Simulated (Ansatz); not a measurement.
**Time and memory for ZrAl₂₃N₂₄**

```yaml
crystal:
  lattice:
    - [9.339, 0.0, 0.0]
    - [-3.113, 5.391874164, 0.0]
    - [0.0, 0.0, 9.962]
  atoms:
    - { symbol: Zr, position: [0.1228127957, 0.3461826748, 0.0069546308], spin: 1.0 }
    - { symbol: Al, position: [0.1111111111, 0.3333333334, 0.5] }
    - { symbol: Al, position: [0.1111111111, 0.8333333334, 0.0] }
    - { symbol: Al, position: [0.1111111111, 0.8333333334, 0.5] }
    - { symbol: Al, position: [0.4444444444, 0.3333333334, 0.0] }
    - { symbol: Al, position: [0.4444444444, 0.3333333334, 0.5] }
    - { symbol: Al, position: [0.4444444444, 0.8333333334, 0.0] }
    - { symbol: Al, position: [0.4444444444, 0.8333333334, 0.5] }
    - { symbol: Al, position: [0.7777777778, 0.3333333334, 0.0] }
    - { symbol: Al, position: [0.7777777778, 0.3333333334, 0.5] }
    - { symbol: Al, position: [0.7777777778, 0.8333333334, 0.0] }
    - { symbol: Al, position: [0.7777777778, 0.8333333334, 0.5] }
    - { symbol: Al, position: [0.2222222222, 0.1666666666, 0.25] }
    - { symbol: Al, position: [0.2222222222, 0.1666666666, 0.75] }
    - { symbol: Al, position: [0.2222222222, 0.6666666666, 0.25] }
    - { symbol: Al, position: [0.2222222222, 0.6666666666, 0.75] }
    - { symbol: Al, position: [0.5555555556, 0.1666666666, 0.25] }
    - { symbol: Al, position: [0.5555555556, 0.1666666666, 0.75] }
    - { symbol: Al, position: [0.5555555556, 0.6666666666, 0.25] }
    - { symbol: Al, position: [0.5555555556, 0.6666666666, 0.75] }
    - { symbol: Al, position: [0.8888888889, 0.1666666666, 0.25] }
    - { symbol: Al, position: [0.8888888889, 0.1666666666, 0.75] }
    - { symbol: Al, position: [0.8888888889, 0.6666666666, 0.25] }
    - { symbol: Al, position: [0.8888888889, 0.6666666666, 0.75] }
    - { symbol: "N", position: [0.1111111111, 0.3333333334, 0.19] }
    - { symbol: "N", position: [0.1111111111, 0.3333333334, 0.69] }
    - { symbol: "N", position: [0.1111111111, 0.8333333334, 0.19] }
    - { symbol: "N", position: [0.1111111111, 0.8333333334, 0.69] }
    - { symbol: "N", position: [0.4444444444, 0.3333333334, 0.19] }
    - { symbol: "N", position: [0.4444444444, 0.3333333334, 0.69] }
    - { symbol: "N", position: [0.4444444444, 0.8333333334, 0.19] }
    - { symbol: "N", position: [0.4444444444, 0.8333333334, 0.69] }
    - { symbol: "N", position: [0.7777777778, 0.3333333334, 0.19] }
    - { symbol: "N", position: [0.7777777778, 0.3333333334, 0.69] }
    - { symbol: "N", position: [0.7777777778, 0.8333333334, 0.19] }
    - { symbol: "N", position: [0.7777777778, 0.8333333334, 0.69] }
    - { symbol: "N", position: [0.2222222222, 0.1666666666, 0.44] }
    - { symbol: "N", position: [0.2222222222, 0.1666666666, 0.94] }
    - { symbol: "N", position: [0.2222222222, 0.6666666666, 0.44] }
    - { symbol: "N", position: [0.2222222222, 0.6666666666, 0.94] }
    - { symbol: "N", position: [0.5555555556, 0.1666666666, 0.44] }
    - { symbol: "N", position: [0.5555555556, 0.1666666666, 0.94] }
    - { symbol: "N", position: [0.5555555556, 0.6666666666, 0.44] }
    - { symbol: "N", position: [0.5555555556, 0.6666666666, 0.94] }
    - { symbol: "N", position: [0.8888888889, 0.1666666666, 0.44] }
    - { symbol: "N", position: [0.8888888889, 0.1666666666, 0.94] }
    - { symbol: "N", position: [0.8888888889, 0.6666666666, 0.44] }
    - { symbol: "N", position: [0.8888888889, 0.6666666666, 0.94] }
magnetization:
  spin_polarized: true
kpoints:
  mp_grid: { grid: [3, 4, 2] }
scf:
  occupations: { method: fermi_dirac, width: 0.01 }
hamiltonian:
  xc: pbe
  pseudopotentials: { kind: paw }
output:
  forces: true
  stress: true
  populations: true
  efg:
    quadrupole_moments_barn: { Zr: -0.176, Al: 0.1466, "N": 0.02044 }
    contact_densities: true
relax:
  f_tol: 0.03
  max_steps: 40
```

```sh
ansatz run input.yaml --threads 4 --pin off --max-ram 10240MiB --backend cpu --events-out ev --progress --plain --runs-dir out
```

It runs on 4 threads of Intel Xeon Platinum 8488C (Sapphire Rapids) (x86_64; 16 cores open to the job, memory cap 10.0 GiB, no GPU), a shared host with a load of 0.5 a core.

Problem. How much time and memory should be set aside?

Solution. About 9.4 min of wall time (33 min of CPU time) and 3 GiB. The run holds 201 valence electrons in 149 bands, about 9817 plane waves a k-point and 14 irreducible k-points, and took 84 SCF iterations, over 10 ionic steps. Times on a shared host vary by tens of per cent.
